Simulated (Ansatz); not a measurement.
Course of a relaxation: Ta2AlN2

The guess for Ta2AlN2 was made by a generator: random cell by space group and Wyckoff sites (P6/mmm, No. 191). The dimensions are guesses.

```
Ta Al N
1.0
     3.92835    0.00000    0.00000
    -1.96417    3.40205    0.00000
     0.00000    0.00000    5.84182
Ta Al N
2 1 2
Direct
  0.33333 0.66667 0.50000
  0.66667 0.33333 0.50000
  0.00000 0.00000 0.00000
  0.33333 0.66667 0.00000
  0.66667 0.33333 0.00000
```

Computed with DFT PBE, scalar-relativistic, plane waves, PAW in Ansatz. Cutoff 420 eV, Gaussian smearing, Γ-centred meshes. Cell and atoms relax first on a coarse mesh and then on a finer one. In between, the cell is made exact in the group found at 0.06 Å. In metals the finer mesh still leaves noise of several meV/atom or more. The steps can't lower the symmetry of their start. No spin polarisation in the relaxation; trial moments died out in a coarse test.

Steps on the 6×6×4 mesh (5 atoms, 15 steps). The free energy counts from the last step; some steps are skipped; the plane-wave basis is renewed at times, which shifts energy and pressure.

| step | ΔF (meV/atom) | V (Å³/atom) | P (GPa) |
| --- | --- | --- | --- |
| 1 | 1742.2 | 15.61 | 9.02 |
| 2 | 1455.3 | 15.65 | 0.37 |
| 3 | 1208.7 | 15.38 | -4.20 |
| 4 | 955.2 | 14.96 | -6.42 |
| 5 | 677.1 | 14.46 | -5.68 |
| 6 | 398.4 | 13.91 | -1.15 |
| 7 | 100.4 | 14.16 | 1.99 |
| 9 | 39.2 | 15.11 | -0.61 |
| 10 | 38.2 | 14.94 | 0.14 |
| 11 | 5.1 | 14.94 | 2.05 |
| 12 | 1.0 | 15.33 | 0.32 |
| 13 | 2.6 | 15.70 | -0.90 |
| 14 | 1.0 | 15.43 | 0.01 |
| 15 | 0.0 | 15.43 | 0.10 |

The relaxed structure, after a last relaxation on the converged mesh:

Space group P6/mmm (No. 191). a = 4.735 Å, b = 4.735 Å, c = 3.992 Å, α = 90.00°, β = 90.00°, γ = 120.00°
| atom | site | symmetry | x | y | z |
| --- | --- | --- | --- | --- | --- |
| Ta | 2d | -6m2 | 0.3333 | 0.6667 | 0.5000 |
| Al | 1a | 6/mmm | 0.0000 | 0.0000 | 0.0000 |
| N | 2c | -6m2 | 0.3333 | 0.6667 | 0.0000 |

The symmetry stays P6/mmm (No. 191). The volume per atom shrinks by 0.7 %, from 15.6 to 15.5 Å³. The shortest distance goes from 2.27 Å (Al–N, N–N and Ta–Ta) to 2.00 Å (Ta–N). The ratio c/a of the conventional cell changes by a factor of 0.57. The energy falls by about 1.7 eV/atom (the start's value is from the coarse mesh). Ta is surrounded by 2 N at 2.00 Å and 3 Ta at 2.73 Å; Al has 6 N at 2.73 Å (long contacts); N has 2 Ta at 2.00 Å, 3 Al at 2.73 Å and 3 N at 2.73 Å.

```json
{"Volume per atom": "15.50 Å³", "Density": "8.93 g/cm³", "Formation energy": "+0.61 eV/atom", "Gap on the 12×12×10 mesh of the 5-atom cell": "0 eV (a metal)"}
```

The zero of energy is the elements' standard structures at the same level (N₂ as a molecule); no fitted shifts are applied.

The last run used Gaussian smearing of 0.10 eV. These runs have no spin–orbit coupling, which can matter for Ta. A structure relaxed within its symmetry needn't be a true minimum. In all, the 3 runs took 100 s on 1 thread of Intel(R) Xeon(R) Processor @ 2.70GHz, with other jobs on the host. Another cell of Ta2AlN2 relaxed alike, in I4/mmm, lies 1.12 eV/atom lower, so this cell isn't the stable form at this level.
